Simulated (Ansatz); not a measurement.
TaRu (rock salt), relaxed with PBE (Ansatz, a quantum-chemistry and plane-wave program, plane waves, PAW): a = b = c = 5.2065 Å, α = β = γ = 90.00°.

ΔH_f (eV/atom): 0.34
B₀ by P(V) fit (GPa): 200

Question: The same phase is relaxed and computed with r²SCAN in the same code. What are the cell and these values now?

Answer: a = 5.1690 Å, b = 5.1690 Å, c = 5.1690 Å, α = 90.00°, β = 90.00°, γ = 90.00°.

* **ΔH_f (eV/atom)**: 0.33
* **B₀ by P(V) fit (GPa)**: 214

Typed or built starts, not in the databases checked: TaRu, rock salt. Unstable at this level: TaRu, rock salt with r²SCAN. All cells were relaxed under the symmetry of their starts (and spin orders); stability against distortions was not tested throughout. Rows with no word on spin ran without spin polarisation. Scalar-relativistic: spin–orbit coupling is off unless named, which matters more the heavier the elements.

Potentials: the earlier of the program's two PAW sets.

Ansatz is a plane-wave DFT program.

Formation energies count from the lowest solids of the elements computed at the same level, not from gases.
